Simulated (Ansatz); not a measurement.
InSb (zinc blende)

```xyz
2
Lattice="0.0000 3.3173 3.3173 3.3173 0.0000 3.3173 3.3173 3.3173 0.0000" Properties=species:S:1:pos:R:3 pbc="T T T"
Sb     4.9760     4.9760     4.9760
In     0.0000     0.0000     0.0000
```

The slice is a {100} plane (indices of the conventional cell) through the point (0.750, 0.750, 0.750) (fractional), spanned by u = [100] and v = [0 1 -1] in vectors of this cell: u (4.69 Å) and v (4.69 Å, at 90° to u). It covers one period; positions are fractions (u, v).

All values below come from PBE (plane waves to 420 eV, PAW, scalar-relativistic; Ansatz, a quantum-chemistry and plane-wave program). k mesh 12×12×12. Near the nuclei the fields are pseudised (PAW); where an atom keeps semicore shells as valence, they peak there. At this level the bands of InSb touch or barely overlap; measurements give the solid a gap. InSb was relaxed with its symmetry unable to fall. Spin-orbit coupling is left out, though Sb is heavy.

Problem. Predict the map of the electrostatic potential energy of an electron, from the cell's mean on the slice.

Solution. 
```
|xxxxxx =*#%%%%%##= xxxxx|
|xxxxx .+#%%%%%%%#+. xxxx|
|xxxxx -*#%%%%%%%#*- xxxx|
|xxxx .+#%%%%%%%%%#+. xxx|
|xx  .+#%%@@@@@@@%%#+.  x|
|  .-+#%%@@@@@@@@@%%#+-. |
|==+*#%%@@@@@@@@@@@%%#*+=|
|*###%%@@@@@@@@@@@@@%%###|
|##%%%@@@@@@@@@@@@@@@%%%#|
|%%%%%@@@@@@@@@@@@@@@%%%%|
|%%%%%@@@@@@@@@@@@@@@%%%%|
|%%%%%@@@@@@@@@@@@@@@%%%%|
|%%%%%@@@@@@@@@@@@@@@%%%%|
|%%%%%@@@@@@@@@@@@@@@%%%%|
|##%%%@@@@@@@@@@@@@@@%%%#|
|*###%%@@@@@@@@@@@@@%%###|
|==+*#%%@@@@@@@@@@@%%#*+=|
|  .-+#%%@@@@@@@@@%%#+-. |
|xx  .+#%%@@@@@@@%%#+.  x|
|xxxx .+#%%%%%%%%%#+. xxx|
|xxxxx -*#%%%%%%%#*- xxxx|
|xxxxx .+#%%%%%%%#+. xxxx|
|xxxxxx =*#%%%%%##= xxxxx|
|xxxxxx =*#%%%%%#*= xxxxx|
```
Scale: ten equal steps from -3.00 (start of ' ') to 6.00 (end of '@'), in the order ' .:-=+*#%@'. Values: electrostatic potential energy of an electron, from the cell's mean, in eV. The map has 24 points along u (one character each, u = 0 at the left) and 24 along v (v = 0 in the bottom row). Points within 1 Å of a nucleus are blanked (x), as the pseudised field means little there. Values under -3 eV are set to -3. The zero, the cell's mean, hangs on the PAW cores.
